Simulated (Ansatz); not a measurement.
Geometry optimisation in Ansatz: input, command and trajectory.

```yaml
crystal:
  lattice:
    - [3.5589980895, 0.0, 0.0]
    - [-1.7794990448, 3.0821827575, 0.0]
    - [0.0, 0.0, 6.22]
  atoms:
    - { symbol: Ti, position: [0.0, 0.0, 0.0], spin: 0.74 }
    - { symbol: Ti, position: [0.0, 0.0, 0.5], spin: 0.74 }
    - { symbol: Se, position: [0.3333333333, 0.6666666667, 0.25] }
    - { symbol: Se, position: [0.6666666667, 0.3333333333, 0.75] }
basis:
  ecutwfc: 500
kpoints:
  mp_grid: { grid: [6, 6, 4] }
hamiltonian:
  xc: r2scan
scf:
  occupations: { method: gaussian, width: 0.1 }
  lower_state_search: "off"
output:
  forces: true
  stress: true
  eigenvalues: true
  populations: true
magnetization:
  spin_polarized: true
relax:
  adjacent_minimum: "off"
  f_tol: 0.04
  max_steps: 70
  cell: { stress_tol: 0.4 }
```

```bash
ansatz run input.yaml --threads 1 --pin off --max-ram 2560MiB --backend cpu --events-out ev --progress --plain --runs-dir out
```

Computed with DFT r2SCAN, scalar-relativistic, plane waves, PAW (Ansatz 0.2.0).

Of 4 frames 4 are shown, positions in Å and forces in eV/Å; the SCF threshold varies from step to step. Steps run on the plane waves of an earlier cell, with a Pulay correction in the pressure. The basis is chosen afresh for the last frame, the zero of the energies, and at times for earlier ones too; energy and pressure step there, also at an unchanged geometry.

```xyz
4
Lattice="3.5590 0.0000 0.0000 -1.7795 3.0822 0.0000 0.0000 0.0000 6.2200" Properties=species:S:1:pos:R:3:forces:R:3 pbc="T T T" step=1 free_energy_over_end_meV_per_atom=22.24 pressure_GPa=6.28
Ti    0.0000    0.0000    0.0000    0.0000    0.0000    0.0000
Ti    0.0000    0.0000    3.1100    0.0000    0.0000    0.0000
Se    0.0000    2.0548    1.5550    0.0000    0.0000    0.0000
Se    1.7795    1.0274    4.6650    0.0000    0.0000    0.0000
4
Lattice="3.5690 0.0000 0.0000 -1.7845 3.0908 0.0000 0.0000 0.0000 6.5231" Properties=species:S:1:pos:R:3:forces:R:3 pbc="T T T" step=2 free_energy_over_end_meV_per_atom=0.88 pressure_GPa=-0.67
Ti    0.0000    0.0000    0.0000    0.0000    0.0000    0.0000
Ti    0.0000    0.0000    3.2616    0.0000    0.0000    0.0000
Se    0.0000    2.0605    1.6308    0.0000    0.0000    0.0000
Se    1.7845    1.0303    4.8923    0.0000    0.0000    0.0000
4
Lattice="3.5732 0.0000 0.0000 -1.7866 3.0945 0.0000 0.0000 0.0000 6.4790" Properties=species:S:1:pos:R:3:forces:R:3 pbc="T T T" step=3 free_energy_over_end_meV_per_atom=0.34 pressure_GPa=-0.01
Ti    0.0000    0.0000    0.0000    0.0000    0.0000    0.0000
Ti    0.0000    0.0000    3.2395    0.0000    0.0000    0.0000
Se    0.0000    2.0630    1.6198    0.0000    0.0000    0.0000
Se    1.7866    1.0315    4.8593    0.0000    0.0000    0.0000
4
Lattice="3.5732 0.0000 0.0000 -1.7866 3.0945 0.0000 0.0000 0.0000 6.4790" Properties=species:S:1:pos:R:3:forces:R:3 pbc="T T T" step=4 free_energy_over_end_meV_per_atom=0.00 pressure_GPa=0.00
Ti    0.0000    0.0000    0.0000    0.0000    0.0000    0.0000
Ti    0.0000    0.0000    3.2395    0.0000    0.0000    0.0000
Se    0.0000    2.0630    1.6198    0.0000    0.0000    0.0000
Se    1.7866    1.0315    4.8593    0.0000    0.0000    0.0000
```

The run took 37 s on 1 thread of Intel(R) Xeon(R) 6975P-C (Granite Rapids) (shared host), peak memory 0.64 GiB.

The state reached may not be the lowest one. The k mesh is coarse.